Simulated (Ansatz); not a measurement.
Name crystals whose computed values (DFT-r²SCAN in the program Ansatz with PAW potentials) fall in these windows: Θ_D (K) 400 to 550; B₀ by P(V) fit (GPa) 79 to 110.



```
crystal                                                Θ_D (K)  B₀ by P(V) fit (GPa)
-----------------------------------------------------  -------  --------------------
Al, P6_3/mmc (Al on 4f, Al on 2b, Al on 4f, Al on 2a)      497                  92.1
Sc3InB, anti-perovskite                                    456                  82.6
Sc2InC, P6_3/mmc (Sc on 4f, In on 2d, C on 2a)             437                  89.5
SrO, rock salt                                             442                  93.6
KZnF3, cubic perovskite                                    441                  84.6
```
Others may fit too.

Built on a structure type that need not be the filed one of that space group: Al, P6_3/mmc (Al on 4f, Al on 2b, Al on 4f, Al on 2a). Not the usual ambient phase: Al, P6_3/mmc (Al on 4f, Al on 2b, Al on 4f, Al on 2a). Standing as an ambient phase not checked: Sc3InB, anti-perovskite; Sc2InC, P6_3/mmc (Sc on 4f, In on 2d, C on 2a). All cells were relaxed under the symmetry of their starts (and spin orders); stability against distortions was not tested throughout. Rows with no word on spin ran without spin polarisation. Scalar-relativistic: spin–orbit coupling is off unless named, which matters more the heavier the elements.

Potentials: the later of the program's two PAW sets.
